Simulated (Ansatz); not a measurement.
Given:

GaP:
```cif
data_Ga2P2
_chemical_formula_sum 'Ga2 P2'
_space_group_name_H-M_alt 'P 1'
_space_group_IT_number 1
_cell_length_a 6.76634
_cell_length_b 6.76634
_cell_length_c 6.76634
_cell_angle_alpha 33.089
_cell_angle_beta 33.089
_cell_angle_gamma 33.089
loop_
_space_group_symop_operation_xyz
  'x, y, z'
loop_
_atom_site_label
_atom_site_type_symbol
_atom_site_fract_x
_atom_site_fract_y
_atom_site_fract_z
_atom_site_occupancy
Ga1 Ga 0.43547 0.43547 0.43547 1
Ga2 Ga 0.56453 0.56453 0.56453 1
P1 P 0.05735 0.05735 0.05735 1
P2 P 0.94265 0.94265 0.94265 1
```

This is the HSE06-relaxed structure.

Task: All from DFT-HSE06 in the program Ansatz with PAW potentials, unless another level is named. Predict the band gap.

Result: 1.44 eV (indirect).

Task: Predict the gap with spin–orbit coupling.

Result: 1.40 eV (at the special points and the edges found without it).

Task: What about the smallest direct gap on the standard path?

Result: 1.96 eV.

Task: And the conduction-band minimum?

Result: at F (3 equivalent valleys).

Task: Predict the valence-band maximum.

Result: at Γ.

Space group R-3m. The workflow started from a Materials Project entry (that database holds measured and hypothetical structures alike); the Crystallography Open Database copy checked does not list it. It is not the phase usual at ambient conditions (space group No. 216). Symmetry was held in the HSE06 relaxation; whether a distortion lowers the energy is not shown. The hybrid was solved on a coarse mesh, the path and, where they were found, the r²SCAN edge points; its band edges are the extreme levels among these. Spin–orbit coupling is left out wherever it is not named.

Potentials: the later of the program's two PAW sets.
